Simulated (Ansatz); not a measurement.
TaSiB:
```cif
data_B4Si4Ta4
_chemical_formula_sum 'Si4 B4 Ta4'
_space_group_name_H-M_alt 'Cmcm'
_space_group_IT_number 63
_space_group_name_Hall '-C 2c 2'
_cell_length_a 3.25332
_cell_length_b 13.43970
_cell_length_c 3.15949
_cell_angle_alpha 90.000
_cell_angle_beta 90.000
_cell_angle_gamma 90.000
loop_
_atom_site_label
_atom_site_type_symbol
_atom_site_symmetry_multiplicity
_atom_site_Wyckoff_symbol
_atom_site_fract_x
_atom_site_fract_y
_atom_site_fract_z
_atom_site_occupancy
Si1 Si 4 c 0.00000 0.70249 0.25000 1
B1 B 4 c 0.00000 0.53319 0.25000 1
Ta1 Ta 4 c 0.00000 0.09781 0.75000 1
```
(The calculation used a cell of 6 atoms; values per cell refer to that cell.)

Relaxed at zero pressure with plane-wave PAW PBEsol (Ansatz code).

### Question
The volume is raised by 3 % and shape and atoms relax at that volume. What pressure results, and how do the axes share the change?

### Answer
-6.8 GPa; a 1.0 %, b 1.0 %, c 1.0 %; the energy rises by 7 meV/atom.

### Question
Give the new structure.

### Answer

Space group Cmcm (No. 63); a = 3.287 Å, b = 13.570 Å, c = 3.190 Å, α = β = γ = 90.00°

```tsv
atom	site	symmetry	x	y	z
Si	4c	m2m	0.0000	0.7019	0.2500
B	4c	m2m	0.0000	0.5328	0.2500
Ta	4c	m2m	0.0000	0.0977	0.7500
```

The phase is kept; no other phase was compared at this pressure.

The start of the workflow was typed in or built on a structure type; neither database checked (COD, Materials Project) lists it. Its standing as an ambient phase is unchecked. The PBEsol relaxation kept the symmetry of its start; its stability against distortions is not shown here. The run is not spin-polarised. Spin–orbit coupling is left out wherever it is not named.

Potentials: the earlier of the program's two PAW sets. The files were generated under PBE; for other functionals the program regenerates the frozen cores, and for LDA and PBEsol the local potential too.
